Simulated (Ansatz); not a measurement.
BeS in space group P6_422 (No. 181; Be on 3c, S on 3d) at seven volumes, PBE (plane waves, PAW; program Ansatz), shape and atoms relaxed at each. One row is withheld.

```
V (Å³/atom)  P (GPa)
-----------  -------
12.224         11.26
12.627             ?
13.030          3.23
13.433          0.01
13.836         -2.78
14.239         -5.19
14.642         -7.27
```

Task: Fit the shown pressures and predict the withheld one.

Result: P = (3/2)B₀(x^(7/2) − x^(5/2))[1 + (3/4)(B′ − 4)(x − 1)] with x = (V₀/V)^(2/3). Least squares on the six rows gives V₀ = 13.434 Å³/atom, B₀ = 99.6 GPa, B′ = 3.82. At V = 12.627, x = 1.0422 and P = 6.95 GPa. The run itself gave 6.95 GPa.

The start of the workflow was typed in or built on a structure type; neither database checked (COD, Materials Project) lists it. COD files the formula under space group No. 216, so this cell is another polymorph or a model. Its standing as an ambient phase is unchecked. The PBE relaxation kept the symmetry of its start; its stability against distortions is not shown here.

Potentials: the earlier of the program's two PAW sets.
